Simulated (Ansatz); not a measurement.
BP:
```cif
data_B2P2
_chemical_formula_sum 'B2 P2'
_space_group_name_H-M_alt 'P63mc'
_space_group_IT_number 186
_space_group_name_Hall 'P 6c -2c'
_cell_length_a 3.15836
_cell_length_b 3.15836
_cell_length_c 5.24149
_cell_angle_alpha 90.000
_cell_angle_beta 90.000
_cell_angle_gamma 120.000
loop_
_atom_site_label
_atom_site_type_symbol
_atom_site_symmetry_multiplicity
_atom_site_Wyckoff_symbol
_atom_site_fract_x
_atom_site_fract_y
_atom_site_fract_z
_atom_site_occupancy
B1 B 2 b 0.33333 0.66667 0.00048 1
P1 P 2 b 0.33333 0.66667 0.37452 1
```

This is the LDA-relaxed structure.

**Question.** All from the program Ansatz at the LDA level (PAW), unless another level is named. Give the electron effective mass.

**Answer.** 0.24, 0.42, 0.42 mₑ (principal values).

**Question.** And the formation energy from the elements (no fitted shifts)?

**Answer.** -0.44 eV/atom.

**Question.** Predict the smallest direct gap on the standard path.

**Answer.** 2.73 eV.

**Question.** Predict the weight of the conduction-edge state by species (Voronoi cells).

**Answer.** P 53 %, B 47 %.

Space group P6_3mc (wurtzite). The workflow started from a Materials Project entry (that database holds measured and hypothetical structures alike); the Crystallography Open Database copy checked does not list it. It is not the phase usual at ambient conditions (space group No. 216). Symmetry was held in the LDA relaxation; phonons on a q-mesh show no instability. The references are the lowest solids computed at this level, not always the standard phases.

Potentials: the later of the program's two PAW sets.
